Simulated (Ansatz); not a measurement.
Ge2Sb2Te5 (Ge2Sb2Te5-Kooi type, space group P-3m1)

```xyz
9
Lattice="4.2933 0.0000 0.0000 -2.1466 3.7181 0.0000 0.0000 0.0000 17.6342" Properties=species:S:1:pos:R:3 pbc="T T T"
Te     0.0000     0.0000     0.0000
Ge     2.1466     1.2394     1.7323
Ge     0.0000     2.4787    15.9019
Te     0.0000     2.4787     3.4226
Te     2.1466     1.2394    14.2116
Sb     0.0000     0.0000     5.4567
Sb     0.0000     0.0000    12.1775
Te     2.1466     1.2394     7.1667
Te     0.0000     2.4787    10.4675
```

This relaxed cell (volume V₀) is scaled evenly in all directions, its shape held. The atoms relax within the cell's symmetry.

These are PBE (plane waves to 420 eV, PAW, scalar-relativistic; Ansatz, an electronic-structure program) values and carry that method's errors. k mesh 9×9×2 (Γ-centred), Fermi-Dirac smearing 0.05 eV. E stands for the smeared free energy. Stress and pressure are positive under compression. With the shape held, the modulus is that of even scaling; a crystal free to change shape is softer. Ge2Sb2Te5 was relaxed with its symmetry unable to fall. Spin-orbit coupling is left out, though Sb and Te are heavy. ΔE is measured from the relaxed starting cell. The last digit holds for this mesh only.

| V (Å³/atom) | ΔE (meV/atom) |
|---|---|
| 26.272 | 107.4 |
| 27.107 | 68.5 |
| 27.940 | 40.2 |
| 28.775 | 20.7 |
| 29.609 | withheld |
| 30.443 | 1.9 |
| 31.277 | 0.0 |
| 32.111 | 1.6 |
| 32.945 | 5.8 |
| 33.779 | 12.0 |
| 34.613 | 19.9 |
| 35.447 | 29.2 |
| 36.281 | 39.8 |

Task: Fit a third-order Birch-Murnaghan form (E₀, V₀, B₀, B₀′ free) to the given rows and predict ΔE at V = 29.609.

Result: Least squares on the 12 given rows: ΔE = E₀ + (9V₀B₀/16)·y²·[2 + (B₀′ − 4)y], y = (V₀/V)^(2/3) − 1, with V₀ = 31.316 Å³/atom, B₀ = 25.39 GPa (160.2 GPa = 1 eV/Å³; the term in eV is multiplied by 1000), B₀′ = 8.00, E₀ = -0.11 meV/atom; root-mean-square residual 0.17 meV/atom. At 29.609 the fit gives 8.6 meV/atom; the calculation gives 8.4 meV/atom, so the interpolation is off by 0.2 (+2.4 %). For the pressure the fit gives 1.8 GPa against the computed 1.7 GPa.

(Under strain, the slope of the energy per volume gives the stress and its curvature an elastic modulus.)
